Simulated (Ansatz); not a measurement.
One crystal and one scan (scan of one atom of the cell) at two levels, PBE-D3(BJ) (plane waves to 420 eV, PAW, scalar-relativistic; Ansatz, an electronic-structure program) and r2SCAN+rVV10 (plane waves to 500 eV, PAW, scalar-relativistic; Ansatz), each from its own relaxed cell and on its own mesh.

The crystal is BN (h-BN type, space group P6_3/mmc); one B atom of a 4-atom cell moves by s along Cartesian z, with its periodic images.

E stands for the smeared free energy. BN was relaxed with its symmetry unable to fall. Both scans cover s from -0.290 to 0.290 Å.

```json
[
 {"quantity": "Lattice constant a (Å)", "run 1": "2.506", "run 2": "2.501"},
 {"quantity": "Lattice constant c (Å)", "run 1": "6.614", "run 2": "6.526"},
 {"quantity": "Relaxed volume (Å³/atom)", "run 1": "9.00", "run 2": "8.83"},
 {"quantity": "Band gap of the relaxed cell, no spin-orbit coupling (eV)", "run 1": "4.24", "run 2": "4.74"},
 {"quantity": "Energy at s = 0.290 Å (meV/cell)", "run 1": "566", "run 2": "600"},
 {"quantity": "Force along the line at s = -0.290 Å (eV/Å)", "run 1": "3.937", "run 2": "4.175"},
 {"quantity": "Force constant k = d²E/ds² at s = 0 (finite differences) (eV/Å²)", "run 1": "13.33", "run 2": "14.14"}
]
```

Q: Which run is which level?

A: Run 1 is PBE-D3(BJ), run 2 is r2SCAN+rVV10. PBE-D3(BJ) gives the higher value for: lattice constant a; lattice constant c; relaxed volume. PBE-D3(BJ) gives the lower value for: band gap of the relaxed cell, no spin-orbit coupling; energy at s = 0.290 Å; force along the line at s = -0.290 Å; force constant k = d²E/ds² at s = 0. Both give the same symmetry of the curve: even: the same for both signs. Neither level is exact: the differences show how much the result hangs on the functional.

(A displaced cell: forces are minus the slopes of the energy, force constants its curvatures, and phonons follow from these.)
